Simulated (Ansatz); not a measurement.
FePt (CuAu type, space group P4/mmm)

```xyz
2
Lattice="2.7301 0.0000 0.0000 0.0000 2.7301 0.0000 0.0000 0.0000 3.7639" Properties=species:S:1:pos:R:3 pbc="T T T"
Fe     1.3650     1.3650     1.8819
Pt     0.0000     0.0000     0.0000
```

This relaxed cell (volume V₀) is scaled evenly in all directions, its shape held. Symmetry pins the atoms to their sites.

All values below come from PBE (plane waves to 420 eV, PAW, scalar-relativistic; Ansatz, an electronic-structure program). k mesh 17×17×12 (Γ-centred), Fermi-Dirac smearing 0.05 eV. Energies are smeared free energies. Compression counts positive. With the shape held, the modulus is that of even scaling; a crystal free to change shape is softer. FePt was relaxed with its symmetry unable to fall. Relaxed FePt ends ferromagnetic. Spin-orbit coupling is left out, though Pt is heavy. The magnetic order is the one the run started from; other orders were not tried. The zero of ΔE is the relaxed starting cell. The last digit holds for this mesh only.

```json
[
 {"V (Å³/atom)": "11.782", "ΔE (meV/atom)": "319.4"},
 {"V (Å³/atom)": "12.156", "ΔE (meV/atom)": "209.1"},
 {"V (Å³/atom)": "12.530", "ΔE (meV/atom)": "126.2"},
 {"V (Å³/atom)": "12.904", "ΔE (meV/atom)": "67.0"},
 {"V (Å³/atom)": "13.279", "ΔE (meV/atom)": "28.1"},
 {"V (Å³/atom)": "13.653", "ΔE (meV/atom)": "6.6"},
 {"V (Å³/atom)": "14.027", "ΔE (meV/atom)": "0.0"},
 {"V (Å³/atom)": "14.401", "ΔE (meV/atom)": "5.9"},
 {"V (Å³/atom)": "14.775", "ΔE (meV/atom)": "withheld"},
 {"V (Å³/atom)": "15.149", "ΔE (meV/atom)": "48.2"},
 {"V (Å³/atom)": "15.523", "ΔE (meV/atom)": "81.7"},
 {"V (Å³/atom)": "15.897", "ΔE (meV/atom)": "121.8"},
 {"V (Å³/atom)": "16.271", "ΔE (meV/atom)": "167.4"}
]
```

**Question.** Fit a third-order Birch-Murnaghan form (E₀, V₀, B₀, B₀′ free) to the given rows and predict ΔE at V = 14.775.

**Answer.** Least squares on the 12 given rows: ΔE = E₀ + (9V₀B₀/16)·y²·[2 + (B₀′ − 4)y], y = (V₀/V)^(2/3) − 1, with V₀ = 14.031 Å³/atom, B₀ = 201.1 GPa (160.2 GPa = 1 eV/Å³; the term in eV is multiplied by 1000), B₀′ = 4.93, E₀ = 0.04 meV/atom; root-mean-square residual 0.14 meV/atom. At 14.775 the fit gives 22.4 meV/atom; the calculation gives 22.5 meV/atom, so the interpolation is off by -0.1 (-0.4 %). For the pressure the fit gives -9.1 GPa against the computed -9.2 GPa.

(Under strain, the slope of the energy per volume gives the stress and its curvature an elastic modulus.)
